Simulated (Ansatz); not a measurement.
LaB$_{2}$Rh$_{3}$:
```xyz
6
Lattice="5.4781 0.0000 0.0000 -2.7390 4.7442 0.0000 0.0000 0.0000 3.1510" Properties=species:S:1:pos:R:3 pbc="T T T"
Rh     2.7390     0.0000     1.5755
Rh     1.3695     2.3721     1.5755
Rh    -1.3695     2.3721     1.5755
La     0.0000     0.0000     0.0000
B      0.0000     3.1628     0.0000
B      2.7390     1.5814     0.0000
```

Relaxed with r²SCAN. Special points in fractions of this cell's reciprocal vectors: Γ (0.000, 0.000, 0.000); M (0.500, 0.000, 0.000); K (0.333, 0.333, 0.000); A (0.000, 0.000, 0.500); L (0.500, 0.000, 0.500); H (0.333, 0.333, 0.500).

Q: List the band energies nearest the Fermi level at these points for the program Ansatz at the r²SCAN level (PAW).

A: In eV from the Fermi level; about four levels below and three above (degenerate sets whole), none deeper than 8.9 eV; points with the same levels are listed once.

```tsv
k	below	above
Γ	-1.86 -1.86 -1.24 -1.24 -1.08	0.04 0.04 0.56
M	-2.08 -1.97 -1.50 -1.18	0.25 1.59 1.99
K	-1.85 -1.85 -1.71 -1.08	0.28 1.72 1.72
A	-1.06 -1.06 -0.48 -0.27 -0.27	0.59 2.90 3.12 3.12
L	-0.60 -0.27 -0.17 -0.13	1.54 2.22 2.86
H	-1.52 -1.52 -0.63 -0.50 -0.50	0.05 2.02 2.59 2.59
```

Space group P6/mmm. The workflow started from an entry of the Crystallography Open Database (COD). Its standing as an ambient phase is unchecked. Symmetry was held in the r²SCAN relaxation; its stability against distortions is not shown here. The run is not spin-polarised. Scalar-relativistic: spin–orbit coupling is off unless named, which matters more the heavier the elements.

Potentials: the later of the program's two PAW sets.
